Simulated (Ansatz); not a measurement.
HfGa2 in space group I4_1/amd (No. 141; Hf on 8e, Ga on 8e, Ga on 8e), DFT-r²SCAN in the program Ansatz with PAW potentials, all energies at zero smearing, with the estimated change up to a 700 eV cutoff added, with one set of potentials and settings (totals compare only within such a set). Cell of 12 atoms (4 Hf, 8 Ga): -93260.410 eV.

```
element                reference phase  E (eV/atom)
-------  -----------------------------  -----------
Hf       P6_3/mmc, 2 atoms in the cell  -15733.0631
Ga           Cmce, 4 atoms in the cell   -3790.2689
```

Formation energy per atom, worked out: (-93260.410 − 4×(-15733.0631) − 8×(-3790.2689))/12 = -0.501 eV/atom (-48 kJ per mol of atoms), at 0 K, without zero-point energy or fitted corrections.

The workflow started from a Materials Project entry (that database holds measured and hypothetical structures alike); the Crystallography Open Database files this formula in space group No. 141, but the cells were not matched. Whether it is the stable phase at ambient conditions was not checked. The cell was relaxed with r²SCAN under the symmetry of its start; its stability against distortions is not shown here. The run is not spin-polarised. The references are the lowest solids computed at this level, not always the standard phases. Spin–orbit coupling is left out wherever it is not named.

Potentials: the later of the program's two PAW sets.
